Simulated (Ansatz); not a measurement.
ZrTa (CsCl type, Pm-3m) at seven volumes, the program Ansatz at the PBE level (PAW), scaled uniformly. One row is withheld.

```csv
V (Å³/atom),P (GPa)
18.546,14.36
19.157,?
19.769,4.22
20.380,0.00
20.991,-3.73
21.603,-6.99
22.214,-9.81
```

Question: Fit the shown pressures and predict the withheld one.

Answer: Third-order Birch–Murnaghan: P = (3/2)B₀(x^(7/2) − x^(5/2))[1 + (3/4)(B′ − 4)(x − 1)] with x = (V₀/V)^(2/3). Least squares on the six rows gives V₀ = 20.379 Å³/atom, B₀ = 131.3 GPa, B′ = 3.21. At V = 19.157, x = 1.0421 and P = 8.96 GPa. The run itself gave 8.97 GPa.

The start of the workflow was typed in or built on a structure type; neither database checked (COD, Materials Project) lists it. Whether it is the stable phase at ambient conditions was not checked. The cell was relaxed with PBE under the symmetry of its start; whether a distortion lowers the energy is not shown. The run is not spin-polarised. Its formation energy is positive at this level, so the cell may be metastable or incomplete. Spin–orbit coupling is left out wherever it is not named.

Potentials: the later of the program's two PAW sets.
